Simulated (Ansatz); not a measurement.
Scan of one atom of the cell for TiO2 (rutile)

TiO2 (rutile)

```
CELL_PARAMETERS angstrom
      4.59734     0.00000     0.00000
      0.00000     4.59734     0.00000
      0.00000     0.00000     2.95429
ATOMIC_POSITIONS crystal
  Ti 0.00000 0.00000 0.00000
  Ti 0.50000 0.50000 0.50000
  O  0.30461 0.30461 0.00000
  O  0.80461 0.19539 0.50000
  O  0.19539 0.80461 0.50000
  O  0.69539 0.69539 0.00000
```

In this cell atom 2 (Ti, nearest neighbour O at 1.948 Å; its periodic images, 3.0 Å or more away, move with it) is moved by s along Cartesian [110], unit vector (0.707, 0.707, 0.000); all other atoms and the cell stay fixed.

Level of theory: r2SCAN (plane waves to 500 eV, PAW, scalar-relativistic; Ansatz, a first-principles code). k mesh 6×6×9 (Γ-centred), Fermi-Dirac smearing 0.05 eV. The energy includes the smearing's −TS. Compression counts positive. F∥ is the force on the atom along that direction. The PAW data are Ansatz's earlier set. TiO2 is run without spin polarisation. TiO2 was relaxed with its symmetry unable to fall. The zero of ΔE is the undisplaced structure.

| s (Å) | ΔE (meV/cell) | P (GPa) | F∥ (eV/Å) |
|---|---|---|---|
| -0.190 | 399 | 1.98 | 4.254 |
| -0.152 | 254 | 1.26 | 3.374 |
| -0.114 | 142 | 0.71 | 2.511 |
| -0.076 | 63 | 0.31 | 1.664 |
| -0.038 | 16 | 0.08 | 0.829 |
| 0.000 | 0 | 0.00 | 0.000 |
| 0.038 | 16 | 0.08 | -0.829 |
| 0.076 | 63 | 0.31 | -1.664 |
| 0.114 | 142 | 0.71 | -2.511 |
| 0.152 | 254 | 1.26 | -3.374 |
| 0.190 | 399 | 1.98 | -4.254 |

Summary:

```
Quantity                                                                                                                                          Value
--------------------------------------------------------  ---------------------------------------------------------------------------------------------
Energy at s = 0.190 Å                                                                                                                      399 meV/cell
Force along the line at s = -0.190 Å                                                                                                          4.25 eV/Å
Symmetry of the curve                                                                                                     even: the same for both signs
Shape of the curve                                                                       a single well with its minimum at or next to zero displacement
Force constant k = d²E/ds² at s = 0 (finite differences)                                                                                     21.8 eV/Å²
Harmonic estimate at the end of the scan                  ½ks² = 393 meV/cell against the computed 399 meV/cell, so the well is close to harmonic there
```

(For displaced atoms, the force is minus the slope of the energy, and its curvature is a force constant, which sets phonon frequencies.)
